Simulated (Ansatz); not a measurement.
Given:

ZrIr2:
```xyz
6
Lattice="0.0000 3.6521 3.6521 3.6521 0.0000 3.6521 3.6521 3.6521 0.0000" Properties=species:S:1:pos:R:3 pbc="T T T"
Zr     3.6521     3.6521     3.6521
Zr     5.4781     5.4781     5.4781
Ir     0.9130     0.9130     0.9130
Ir     0.9130     2.7391     2.7391
Ir     2.7391     2.7391     0.9130
Ir     2.7391     0.9130     2.7391
```

This is the LDA-relaxed structure.

Task: All from the program Ansatz at the LDA level (PAW), unless another level is named. Predict the formation energy from the elements (no fitted shifts).

Result: -66 kJ/mol-atom.

Task: And the density of states at the Fermi level?

Result: 0.94 states/eV per atom (mean over ±0.08 eV).

Space group Fd-3m (cubic Laves (MgCu2 type)). The workflow started from an entry of the Crystallography Open Database (COD). Whether it is the stable phase at ambient conditions was not checked. Symmetry was held in the LDA relaxation. At this level the phase is dynamically unstable (imaginary phonons). No spin polarisation was allowed. The references are the lowest solids computed at this level, not always the standard phases. Scalar-relativistic: spin–orbit coupling is off unless named, which matters more the heavier the elements.

Potentials: the later of the program's two PAW sets.
